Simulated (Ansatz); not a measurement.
A geometry of Zr away from equilibrium: step 2 of the relaxation of a relaxed Zr cell displaced along its unstable phonon at q = (½, ½, 0) of its primitive reciprocal cell (110i cm⁻¹), largest move 0.15 Å. Calculation: PBE (plane waves to 420 eV, PAW, scalar-relativistic; Ansatz, a first-principles code). Γ-centred k-mesh 11×11×11 on the run's cell (coarser than for final values), Fermi–Dirac smearing 0.05 eV.

```xyz
2
Lattice="5.7771 0.0000 0.0000 2.8886 2.8886 0.0000 0.0000 0.0000 2.9138" Properties=species:S:1:pos:R:3:forces:R:3 pbc="T T T" free_energy=-8366.450 pressure_GPa=-0.5
Zr     1.4443     1.4443     1.8025    0.0000    0.0000    1.4061
Zr     4.3329     1.4443     1.1113    0.0000    0.0000   -1.4061
```

Positions in Å, forces in eV/Å, free energy of the cell in eV (comparable only within this code, potentials and settings). Largest force: 1.41 eV/Å, on Zr1, Zr2 (atoms numbered as listed); the geometry lies 0.58 eV/atom above the end of its relaxation.

No spin polarisation in the result.

The run could not lose the symmetry of its start, so the end can be a saddle point.

The end of the path is a generated cell of Zr: the first start was made by placing the elements on the sites of a structure type, and the end was not matched to a known phase here, so it may be hypothetical. Known forms of Zr include space group No. 194.
